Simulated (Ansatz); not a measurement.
## HfZn2: reading a single point

```
Hf Zn
1.0
     0.00000    3.68037    3.68037
     3.68037    0.00000    3.68037
     3.68037    3.68037    0.00000
Hf Zn
2 4
Direct
  0.00000 0.00000 0.00000
  0.25000 0.25000 0.25000
  0.62500 0.62500 0.62500
  0.12500 0.62500 0.62500
  0.62500 0.62500 0.12500
  0.62500 0.12500 0.62500
```

The numbers come from plane-wave PAW DFT (Ansatz): r2SCAN, no spin polarisation, 500 eV, 8×8×8 Γ-centred k points, fermi-dirac occupations (width 0.1157 eV). Nothing was relaxed.

(1) What does the stress say?

(2) What do density and ELF say about some of the short contacts?

(3) Are the atoms at rest?

(4) What happens at the Fermi level?

(5) Is it stable against the elements?

(6) Give the Bader charges.

Origin: a database entry at a rescaled volume.

Answers

(1) The pressure is -3.6 GPa (compression positive), so with the atoms held at these fractions the cell would first shrink.

(2) Zn–Zn at 2.60 Å: least valence density 0.25 e/Å³ and ELF 0.28 there. Hf–Zn at 3.05 Å: least valence density 0.18 e/Å³ and ELF 0.28 there. Hf–Hf at 3.19 Å: least valence density 0.19 e/Å³ and ELF 0.32 there. These are pseudo-fields; inside the PAW spheres they differ from the all-electron ones.

(3) The forces vanish by the symmetry of the sites.

(4) It is a metal, with about 6.6 states/eV a cell as the mean within 0.25 eV of the Fermi level, mostly Hf d (77 %).

(5) -0.25 eV an atom against the elements' usual phases (free molecules for gases, crystals otherwise, with no correction for O₂ or N₂), so it is bound against them; other compounds may still compete. Relaxing would lower it.

(6) Bader charges in e: Hf +1.11, Zn -0.55. In the mean Hf gives up most and Zn takes most.
